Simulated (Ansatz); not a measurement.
Consider the following.

Al3Ni:
Space group Pnma (No. 62); a = 6.587 Å, b = 7.302 Å, c = 4.763 Å, α = β = γ = 90.00°

```csv
atom,site,symmetry,x,y,z
Al,4c,.m.,0.0099,0.2500,0.9157
Al,8d,1,0.1707,0.0568,0.3660
Ni,4c,.m.,0.3703,0.2500,0.0561
```

This is the r²SCAN-relaxed structure.

Task: All from r²SCAN in the plane-wave PAW code Ansatz, unless another level is named. Estimate the formation energy from the elements (no fitted shifts).

Result: -0.42 eV/atom.

Task: Give the density of states at the Fermi level.

Result: 0.28 states/eV per atom (mean over ±0.08 eV).

The workflow started from a Materials Project entry (that database holds measured and hypothetical structures alike); the Crystallography Open Database copy checked does not list it. Its standing as an ambient phase is unchecked. The r²SCAN relaxation kept the symmetry of its start; its stability against distortions is not shown here. No spin polarisation was allowed. Axis ratios of metals converge slowly with the k-mesh, so a and c are less sure than the volume. The references are the lowest solids computed at this level, not always the standard phases.

Potentials: the later of the program's two PAW sets.
